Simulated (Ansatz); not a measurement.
**Band table of BAs (zincblende type)**

```xyz
2
Lattice="0.0000 1.9702 1.9702 1.9702 0.0000 1.9702 1.9702 1.9702 0.0000" Properties=species:S:1:pos:R:3 pbc="T T T"
B     0.0000    0.0000    0.0000
As    0.9851    0.9851    0.9851
```

The cell comes from a relaxation on PAW files under the same functional, begun from a prototype that needn't be the stable phase.

All numbers are PBE results (scalar-relativistic) from Ansatz 0.2.0, with a Γ-centred 14×14×14 k mesh, Fermi–Dirac smearing of 0.08 eV, no spin polarisation. Methods: LAPW: all electrons, basis error target 1 meV/atom.

This run: volume at 0.55 of the series' base cell.

Path points, in fractions of the reciprocal vectors: Γ (0.000, 0.000, 0.000), X (-0.500, -0.500, 0.000), U (-0.375, -0.375, 0.250), K (-0.375, 0.000, 0.375), L (0.000, 0.000, 0.500), W (-0.500, -0.250, 0.250). The distance column jumps between branches of the path. Levels in eV from the valence-band top; bands 11 to 16, counted from the lowest band of the run. The gap is 0.52 eV, the pressure 254.1 GPa.

```
# k(1/Å) point b11 b12 b13 b14 b15 b16
0.000 Γ -22.05 0.00 0.00 0.00 4.54 4.54
0.199 - -21.92 -0.71 -0.71 -0.29 4.17 5.40
0.399 - -21.51 -2.08 -2.08 -1.15 3.32 7.19
0.598 - -20.83 -3.47 -3.47 -2.54 2.39 6.60
0.797 - -19.88 -4.69 -4.69 -4.40 1.61 4.51
0.997 - -18.67 -6.58 -5.68 -5.68 1.04 2.95
1.196 - -17.21 -8.86 -6.41 -6.41 0.68 1.88
1.395 - -15.56 -11.06 -6.85 -6.85 0.53 1.21
1.595 X -14.32 -12.49 -7.00 -7.00 0.52 0.95
1.665 - -14.31 -12.48 -7.13 -6.98 0.59 1.06
1.736 - -14.27 -12.43 -7.48 -6.93 0.69 1.45
1.806 - -14.22 -12.35 -7.99 -6.85 0.79 2.11
1.876 - -14.16 -12.25 -8.59 -6.73 0.90 2.94
1.947 - -14.09 -12.11 -9.22 -6.58 1.02 3.90
2.017 - -14.04 -11.95 -9.83 -6.40 1.17 4.93
2.088 - -14.02 -11.77 -10.37 -6.19 1.35 6.02
2.158 U -14.09 -11.58 -10.75 -5.96 1.55 7.13
3.135 K -14.09 -11.58 -10.75 -5.96 1.55 7.13
3.346 - -15.09 -11.19 -10.49 -5.08 2.32 10.31
3.558 - -16.71 -10.23 -9.39 -4.01 3.32 9.46
3.769 - -18.27 -8.79 -8.00 -2.85 4.53 7.96
3.980 - -19.61 -7.02 -6.38 -1.73 5.80 6.75
4.192 - -20.68 -5.03 -4.56 -0.85 5.80 6.44
4.403 - -21.44 -2.95 -2.62 -0.31 5.11 5.80
4.615 - -21.90 -1.01 -0.84 -0.06 4.68 4.98
4.826 Γ -22.05 0.00 0.00 0.00 4.54 4.54
4.999 - -21.95 -0.90 -0.22 -0.22 4.83 4.83
5.171 - -21.64 -2.82 -0.74 -0.74 5.49 5.49
5.344 - -21.13 -5.04 -1.33 -1.33 6.10 6.10
5.517 - -20.42 -7.30 -1.86 -1.86 6.29 6.29
5.689 - -19.52 -9.47 -2.30 -2.30 6.09 6.09
5.862 - -18.43 -11.49 -2.62 -2.62 5.76 5.76
6.034 - -17.25 -13.24 -2.82 -2.82 5.51 5.51
6.207 L -16.49 -14.19 -2.88 -2.88 5.41 5.41
6.348 - -16.43 -14.12 -3.27 -3.05 5.02 5.68
6.489 - -16.24 -13.92 -4.24 -3.57 4.42 6.17
6.630 - -15.94 -13.59 -5.49 -4.39 4.08 6.62
6.771 - -15.52 -13.13 -6.81 -5.41 4.06 7.06
6.912 - -15.00 -12.54 -8.09 -6.54 4.30 7.54
7.053 - -14.42 -11.87 -9.22 -7.68 4.69 8.01
7.194 - -13.86 -11.21 -9.99 -8.75 5.10 8.34
7.335 W -13.59 -11.02 -9.94 -9.48 5.28 8.39
7.434 - -13.63 -11.17 -9.74 -9.39 5.00 7.45
7.534 - -13.73 -11.46 -9.33 -9.15 4.31 6.10
7.634 - -13.86 -11.75 -8.83 -8.78 3.45 4.79
7.733 - -14.00 -12.01 -8.33 -8.32 2.57 3.58
7.833 - -14.13 -12.22 -7.86 -7.83 1.77 2.54
7.933 - -14.23 -12.37 -7.43 -7.40 1.12 1.70
8.032 - -14.30 -12.46 -7.11 -7.10 0.68 1.15
8.132 X -14.32 -12.49 -7.00 -7.00 0.52 0.95
```
